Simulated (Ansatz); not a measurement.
C:
```cif
data_C12
_chemical_formula_sum 'C12'
_space_group_name_H-M_alt 'Ibam'
_space_group_IT_number 72
_space_group_name_Hall '-I 2 2c'
_cell_length_a 2.64570
_cell_length_b 5.52182
_cell_length_c 4.64496
_cell_angle_alpha 90.000
_cell_angle_beta 90.000
_cell_angle_gamma 90.000
loop_
_atom_site_label
_atom_site_type_symbol
_atom_site_symmetry_multiplicity
_atom_site_Wyckoff_symbol
_atom_site_fract_x
_atom_site_fract_y
_atom_site_fract_z
_atom_site_occupancy
C1 C 8 j 0.17706 0.17014 0.00000 1
C2 C 4 a 0.00000 0.00000 0.25000 1
```
(The calculation used a cell of 6 atoms; values per cell refer to that cell.)

Relaxed with PBEsol.

Decompose the optical modes at the zone centre into irreducible representations, and say which are infrared and Raman allowed.

Point group mmm: Γ_opt = 2Ag + Au + 3B1g + B1u + 2B2g + 2B2u + 2B3g + 2B3u. Infrared: B1u, B2u, B3u. Raman: Ag, B1g, B2g, B3g.

Assign frequencies (DFPT, PBEsol in the plane-wave PAW code Ansatz).

B2g 619, Ag 670, B1g 682, B3g 741, B3u 907, B2u 982, B3g 992, B1g 1009, B2g 1046, B3u 1073, B1u 1112, Au 1114, B2u 1118, Ag 1183, B1g 1233 cm⁻¹.

Subscripts of B labels follow the axes of the standard setting.

The start of the workflow was typed in or built on a structure type; neither database checked (COD, Materials Project) lists it. It is not the phase usual at ambient conditions (space group No. 194, 227). The PBEsol relaxation kept the symmetry of its start; whether a distortion lowers the energy is not shown. The volume moved by 18 % from the start of the relaxation.

Potentials: the later of the program's two PAW sets.
